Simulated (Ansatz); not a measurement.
Data:

Be3N2:
Space group P6₃/mmc (No. 194); a = b = 2.8364 Å, c = 9.7272 Å, α = β = 90.00°, γ = 120.00°

| atom | site | symmetry | x | y | z |
|---|---|---|---|---|---|
| Be | 4f | 3m. | 0.3333 | 0.6667 | 0.0782 |
| Be | 2b | -6m2 | 0.0000 | 0.0000 | 0.2500 |
| N | 2a | -3m. | 0.0000 | 0.0000 | 0.0000 |
| N | 2c | -6m2 | 0.3333 | 0.6667 | 0.2500 |

This is the r²SCAN-relaxed structure.

Q: All from DFT-r²SCAN in the program Ansatz with PAW potentials, unless another level is named. Estimate the electronic dielectric constant ε∞ (DFPT).

A: 4.25 (xx = yy), 4.99 (zz).

Q: What about the Born charges (a third of the trace)?

A: Be +1.76 to +1.79, N -2.81 to -2.49 e.

Q: Next, the static dielectric constant ε0 (ions relaxed, cell fixed)?

A: 11.8 (xx = yy), 29.5 (zz).

Q: And the Bader charges?

A: Be +1.72 to +1.73, N -2.61 to -2.57 e.

Space group P6_3/mmc. The workflow started from a Materials Project entry (that database holds measured and hypothetical structures alike); the Crystallography Open Database copy checked does not list it. COD files the formula under space group No. 206. Whether it is the stable phase at ambient conditions was not checked. Symmetry was held in the r²SCAN relaxation; whether a distortion lowers the energy is not shown.

Potentials: the later of the program's two PAW sets.
